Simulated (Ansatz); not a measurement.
CuI (wurtzite)

```xyz
4
Lattice="4.1870 0.0000 0.0000 -2.0935 3.6260 0.0000 0.0000 0.0000 6.8978" Properties=species:S:1:pos:R:3 pbc="T T T"
Cu     2.0935     1.2087     6.0268
Cu     0.0000     2.4174     2.5779
I      2.0935     1.2087     3.4577
I      0.0000     2.4174     0.0088
```

Grid over V/V₀ and (c/a)/(c/a)₀, subscript 0 meaning the relaxed cell; the conventional c axis lies along z; no internal relaxation.

Level of theory: PBEsol (plane waves to 420 eV, PAW, scalar-relativistic; Ansatz, a program for electronic structure). k mesh 9×9×5 (Γ-centred), Fermi-Dirac smearing 0.05 eV. Compression counts positive. As the atoms are clamped, bonds stretch with the cell, which overstates energies and stresses. CuI is run without spin polarisation. CuI was relaxed with its symmetry unable to fall. Spin-orbit coupling is left out, though I is heavy. This is one of several known forms of CuI; the measured ambient cells at hand have space group No. 156 or 216.

At one point of the scan the stress tensor (GPa) is:

```
  -0.62     0.00     0.00
   0.00    -0.62     0.00
   0.00     0.00    -0.64
```

Question: Which point is it?
A) V/V₀ = 1.027, (c/a)/(c/a)₀ = 0.987
B) V/V₀ = 1.027, (c/a)/(c/a)₀ = 1.013
C) V/V₀ = 1.013, (c/a)/(c/a)₀ = 1.000
D) V/V₀ = 1.027, (c/a)/(c/a)₀ = 0.960

Answer: C, V/V₀ = 1.013, (c/a)/(c/a)₀ = 1.000

(Under strain, the slope of the energy per volume gives the stress and its curvature an elastic modulus.)
